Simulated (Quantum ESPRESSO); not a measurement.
# Sn4Ta3Os: input and log of a self-consistent run

A calculation, not a measurement. The program is pw.x of Quantum ESPRESSO 7.5 (plane-wave density functional theory). The cell is made up: eight metal atoms on a face-centred cubic lattice, with elements, volume, strain and displacements drawn at random and not relaxed, so it may be unstable or far from any real phase. PseudoDojo standard norm-conserving files set the functional (PBE unless stated); there is no spin polarisation or spin-orbit coupling, the Fermi-Dirac width of 0.25 eV means electrons at about 2900 K, and the masses in the input are unused placeholders. The tin pseudopotential is less sure than most, with forces differing by about three percent from a second method on plain tin. Heavy elements are run without spin-orbit coupling, which real alloys of them have. A spin test at this wide smearing found no moment, but such smearing suppresses magnetism that the real alloy may have.

Input:

```
&control calculation='scf', pseudo_dir='./dojo.nc.sr.pbe.v0_5.standard.upf', outdir='./o', disk_io='minimal', tprnfor=.true., tstress=.true. /
&system ibrav=0, nat=8, ntyp=3, nbnd=69, ecutwfc=74.01313486, nosym=.true., tot_charge=0,
 occupations='smearing', smearing='fd', degauss=0.0183746611
/
&electrons conv_thr=1.470e-08, electron_maxstep=70, mixing_beta=0.5 /
ATOMIC_SPECIES
Os 1.0 Os.upf
Sn 1.0 Sn.upf
Ta 1.0 Ta.upf
CELL_PARAMETERS angstrom
0.0 0.0 -4.2502
4.2502 0.0 0.0
0.0 -8.5005 0.0
ATOMIC_POSITIONS angstrom
Sn -0.1557 0.064 -0.0195
Sn -0.0373 -4.1511 0.159
Ta 2.1373 -2.2879 -0.1623
Sn 2.1539 -6.3668 0.0444
Sn 0.111 -1.9755 -2.198
Ta -0.023 -6.5189 -2.2116
Ta 2.0403 -0.0523 -2.1143
Os 2.1765 -4.236 -2.284
K_POINTS automatic
6 6 3 1 1 1
```

The log is shortened where brackets say so; the opening notice, blank lines, dates and the lines on written files are dropped, and the path of the files is cut. It prints rydbergs, bohrs and kilobars, and counts compression as positive stress. Its total energy is the free energy E - TS of the whole cell.

```
     Program PWSCF v.7.5
     Parallel version (MPI & OpenMP), running on       4 processor cores
     Number of MPI processes:                 4
     Threads/MPI process:                     1
     [start-up lines left out]
     bravais-lattice index     =            0
     lattice parameter (alat)  =       8.0317  a.u.
     unit-cell volume          =    1036.2387 (a.u.)^3
     number of atoms/cell      =            8
     number of atomic types    =            3
     number of electrons       =       111.00
     number of Kohn-Sham states=           69
     kinetic-energy cutoff     =      74.0131  Ry
     charge density cutoff     =     296.0525  Ry
     scf convergence threshold =      1.5E-08
     mixing beta               =       0.5000
     number of iterations used =            8  plain     mixing
     Exchange-correlation= PBE
                           (   1   4   3   4   0   0   0)
     [axes and pseudopotential details left out]
   Cartesian axes
     site n.     atom                  positions (alat units)
         1        Sn     tau(   1) = (  -0.0366336   0.0150581  -0.0045880  )
         2        Sn     tau(   2) = (  -0.0087761  -0.9766835   0.0374100  )
         3        Ta     tau(   3) = (   0.5028705  -0.5383041  -0.0381864  )
         4        Sn     tau(   4) = (   0.5067762  -1.4980001   0.0104466  )
         5        Sn     tau(   5) = (   0.0261164  -0.4648017  -0.5171521  )
         6        Ta     tau(   6) = (  -0.0054115  -1.5337866  -0.5203520  )
         7        Ta     tau(   7) = (   0.4800480  -0.0123053  -0.4974589  )
         8        Os     tau(   8) = (   0.5120935  -0.9966590  -0.5373865  )
     number of k points=    54  Fermi-Dirac smearing, width (Ry)=  0.0184
                       cart. coord. in units 2pi/alat
        k(    1) = (   0.0833333  -0.0833324  -0.0833333), wk =   0.0370370
        k(    2) = (   0.0833333   0.2499971  -0.0833333), wk =   0.0370370
     [further k points left out]
     Dense  grid:    88935 G-vectors     FFT dimensions: (  45,  45,  90)
     Estimated max dynamical RAM per process >     322.84 MB
     Estimated total dynamical RAM >       1.20 GB
     Initial potential from superposition of free atoms
     starting charge     110.9909, renormalised to     111.0000
     Starting wfcs are   76 randomized atomic wfcs
     total cpu time spent up to now is        3.8 secs
     per-process dynamical memory:   258.5 Mb
     Self-consistent Calculation
     iteration #  1     ecut=    74.01 Ry     beta= 0.50
     Davidson diagonalization with overlap
     ethr =  1.00E-02,  avg # of iterations =  2.8
     Threshold (ethr) on eigenvalues was too large:
     Diagonalizing with lowered threshold
     Davidson diagonalization with overlap
     ethr =  4.18E-04,  avg # of iterations =  2.3
     total cpu time spent up to now is       19.6 secs
     total energy              =   -1223.00225122 Ry
     estimated scf accuracy    <       0.46285138 Ry
     iteration #  2     ecut=    74.01 Ry     beta= 0.50
     Davidson diagonalization with overlap
     ethr =  4.17E-04,  avg # of iterations =  4.2
     total cpu time spent up to now is       28.8 secs
     total energy              =   -1222.55400366 Ry
     estimated scf accuracy    <       7.97400665 Ry
     iteration #  3     ecut=    74.01 Ry     beta= 0.50
     Davidson diagonalization with overlap
     ethr =  4.17E-04,  avg # of iterations =  3.1
     total cpu time spent up to now is       37.5 secs
     total energy              =   -1223.09984324 Ry
     estimated scf accuracy    <       1.13793187 Ry
     iteration #  4     ecut=    74.01 Ry     beta= 0.50
     Davidson diagonalization with overlap
     ethr =  4.17E-04,  avg # of iterations =  2.0
     total cpu time spent up to now is       45.3 secs
     total energy              =   -1223.18111589 Ry
     estimated scf accuracy    <       0.16501031 Ry
     iteration #  5     ecut=    74.01 Ry     beta= 0.50
     Davidson diagonalization with overlap
     ethr =  1.49E-04,  avg # of iterations =  2.0
     total cpu time spent up to now is       52.7 secs
     total energy              =   -1223.18802439 Ry
     estimated scf accuracy    <       0.08824503 Ry
     [iterations 6 to 9 left out]
     iteration # 10     ecut=    74.01 Ry     beta= 0.50
     Davidson diagonalization with overlap
     ethr =  1.23E-08,  avg # of iterations =  2.1
     total cpu time spent up to now is       92.9 secs
     total energy              =   -1223.20094160 Ry
     estimated scf accuracy    <       0.00000078 Ry
     iteration # 11     ecut=    74.01 Ry     beta= 0.50
     Davidson diagonalization with overlap
     ethr =  7.07E-10,  avg # of iterations =  4.5
     total cpu time spent up to now is      101.5 secs
     total energy              =   -1223.20094171 Ry
     estimated scf accuracy    <       0.00000020 Ry
     iteration # 12     ecut=    74.01 Ry     beta= 0.50
     Davidson diagonalization with overlap
     ethr =  1.80E-10,  avg # of iterations =  2.0
     total cpu time spent up to now is      109.1 secs
     total energy              =   -1223.20094173 Ry
     estimated scf accuracy    <       0.00000005 Ry
     iteration # 13     ecut=    74.01 Ry     beta= 0.50
     Davidson diagonalization with overlap
     ethr =  4.55E-11,  avg # of iterations =  2.0
     total cpu time spent up to now is      116.7 secs
     total energy              =   -1223.20094173 Ry
     estimated scf accuracy    <       0.00000007 Ry
     iteration # 14     ecut=    74.01 Ry     beta= 0.50
     Davidson diagonalization with overlap
     ethr =  4.55E-11,  avg # of iterations =  1.1
     total cpu time spent up to now is      123.4 secs
     End of self-consistent calculation
     [lines on levels left out]
!    total energy              =   -1223.20094173 Ry
     estimated scf accuracy    <          6.7E-09 Ry
     smearing contrib. (-TS)   =      -0.09607003 Ry
     internal energy E=F+TS    =   -1223.10487170 Ry
     The total energy is F=E-TS. E is the sum of the following terms:
     one-electron contribution =    -229.40938011 Ry
     hartree contribution      =     190.36047793 Ry
     xc contribution           =    -307.03746983 Ry
     ewald contribution        =    -877.01849969 Ry
     convergence has been achieved in  14 iterations
     Forces acting on atoms (cartesian axes, Ry/au):
     atom    1 type  2   force =     0.02732014   -0.03511706   -0.01192746
     atom    2 type  2   force =     0.02568380   -0.04538935   -0.04166328
     atom    3 type  3   force =     0.00404095    0.00844256    0.00644357
     atom    4 type  2   force =    -0.03577021    0.03524330   -0.03441366
     atom    5 type  2   force =    -0.03808959   -0.06206735    0.01158906
     atom    6 type  3   force =     0.01424041    0.05102465    0.04684420
     atom    7 type  3   force =     0.01752230    0.03384454   -0.00898359
     atom    8 type  1   force =    -0.01494781    0.01401872    0.03211116
     Total force =     0.154386     Total SCF correction =     0.000500
     Computing stress (Cartesian axis) and pressure
          total   stress  (Ry/bohr**3)                   (kbar)     P=       71.53
   0.00045315   0.00001420   0.00001935           66.66        2.09        2.85
   0.00001420   0.00074148   0.00003729            2.09      109.08        5.48
   0.00001935   0.00003729   0.00026402            2.85        5.48       38.84
     init_run     :      3.52s CPU      3.64s WALL (       1 calls)
     electrons    :    119.25s CPU    119.70s WALL (       1 calls)
     forces       :      1.56s CPU      1.57s WALL (       1 calls)
     stress       :      5.42s CPU      5.51s WALL (       1 calls)
     [timing details left out]
     PWSCF        :   2m 9.88s CPU   2m10.58s WALL
     JOB DONE.
```

In other units: free energy -16642.497 eV for the cell, pressure 7.15 GPa, largest force component 1.596 eV/Å in size. The run took 132 s of wall time with four MPI processes on a shared machine (AMD EPYC, Zen 5, virtual cores), so the time is rough. A rerun of this cell at a higher cutoff and on a denser mesh moved values by no more than 0.003 eV in energy, 0.04 GPa in stress and 0.010 eV/Å in force, and a second program with other atomic files agreed on that cell to 2 % rms in force and 0.5 GPa in pressure.